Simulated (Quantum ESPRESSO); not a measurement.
BaO has the hexagonal space group P6₃/mmc (No. 194), the NiAs type structure, Pearson symbol hP4. Lattice parameters: a = b = 3.717 Å, c = 6.487 Å, α = β = 90.00°, γ = 120.00°. O on 2a is coordinated by 6 Ba at 2.690 Å (octahedral). Ba on 2c has 6 O at 2.690 Å (trigonal prismatic). (Neighbours: up to the widest gap in distance over summed covalent radii, below 1.35, at either atom; cation-cation contacts left out.)

The PBEsol cell relaxed from Materials Project entry mp-1008500 was given an isotropic strain of -0.7 % on all lattice vectors, and the atoms were relaxed again.

Problem. What does norm-conserving PBEsol (Quantum ESPRESSO, 84 Ry, no spin-orbit coupling) give for the electronic structure near the Fermi level?

Solution. The PBEsol gap is 2.42 eV and nearly direct: the edges lie at H and M, the smallest direct gap within 0.02 eV of it. Another valence extremum on the path lies within 0.02 eV, too close to call. 

This is not the ordinary phase of the substance; no match was found in the copy of COD used, and its stability was not checked.
